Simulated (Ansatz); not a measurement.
# NbSiO, first-principles data

NbSiO:
```yaml
crystal:
  lattice:
    - [3.26700, 0.00000, 0.00000]
    - [0.00000, 3.26700, 0.00000]
    - [0.00000, 0.00000, 6.89352]
  atoms:
    - { symbol: Nb, position: [0.00000, 0.50000, 0.70105] }
    - { symbol: Nb, position: [0.50000, 0.00000, 0.29895] }
    - { symbol: Si, position: [0.00000, 0.00000, 0.00000] }
    - { symbol: Si, position: [0.50000, 0.50000, 0.00000] }
    - { symbol: O, position: [0.50000, 0.00000, 0.60967] }
    - { symbol: O, position: [0.00000, 0.50000, 0.39033] }
```

Space group P4/nmm (No. 129); conventional cell a = b = 3.267 Å, c = 6.894 Å, α = β = γ = 90.00°.

Method: r²SCAN (plane waves, PAW; program Ansatz). Structure relaxed to zero pressure with the same functional. Other levels are named where they apply.

**Cell and energy**

| Property | Result |
|---|---|
| Volume per atom | 12.26 Å³ |
| Density | 6.18 g/cm³ |
| Formation energy from the elements (no fitted shifts) | -1.21 eV/atom |

**Electronic structure**

| Item | Result |
|---|---|
| Electronic character | metallic (no gap) |
| Density of states at the Fermi level | 0.54 states/eV per atom (mean over ±0.08 eV) |
| Gap with spin–orbit coupling | none (metallic) |

**Magnetism**

| Quantity | Result |
|---|---|
| Magnetic order | non-magnetic (starting moments vanished) |

**Mechanics**

| Property | Value |
|---|---|
| Bulk modulus (Birch–Murnaghan fit) | 2030 kbar |
| Pressure derivative B′ | 4.6 |

**Charges**

| Item | Value |
|---|---|
| Bader charges | Nb +1.66, Si -0.36, O -1.30 e |

The start of the workflow was typed in or built on a structure type; neither database checked (COD, Materials Project) lists it. Its standing as an ambient phase is unchecked. The cell was relaxed with r²SCAN under the symmetry of its start; whether a distortion lowers the energy is not shown. The workflow began spin-polarised and lost its moments. The references are the lowest solids computed at this level, not always the standard phases (solids in place of the gases). Scalar-relativistic: spin–orbit coupling is off unless named, which matters more the heavier the elements.

Potentials: the later of the program's two PAW sets.
